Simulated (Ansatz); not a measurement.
TiC (rock salt)

```yaml
crystal:
  lattice:
    - [0.00000, 2.14664, 2.14664]
    - [2.14664, 0.00000, 2.14664]
    - [2.14664, 2.14664, 0.00000]
  atoms:
    - { symbol: C, position: [0.00000, 0.00000, 0.00000] }
    - { symbol: Ti, position: [0.50000, 0.50000, 0.50000] }
```

Equation-of-state scan: isotropic scaling of the cell above, V₀ being its volume. Symmetry pins the atoms to their sites.

The numbers are results of PBEsol (plane waves to 420 eV, PAW, scalar-relativistic; Ansatz, a quantum-chemistry and plane-wave program), not measurements. k mesh 20×20×20 (Γ-centred), Fermi-Dirac smearing 0.05 eV. Stress and pressure are positive under compression. TiC is run without spin polarisation. TiC was relaxed with its symmetry unable to fall.

At one point of the scan the stress tensor (GPa) is:

```
  -15.2      0.0      0.0
    0.0    -15.2      0.0
    0.0      0.0    -15.2
```

Q: Which point is it?
(A) V/V₀ = 1.033
(B) V/V₀ = 1.100
(C) V/V₀ = 1.050
(D) V/V₀ = 1.067

A: D, V/V₀ = 1.067

(Under strain, the slope of the energy per volume gives the stress and its curvature an elastic modulus.)
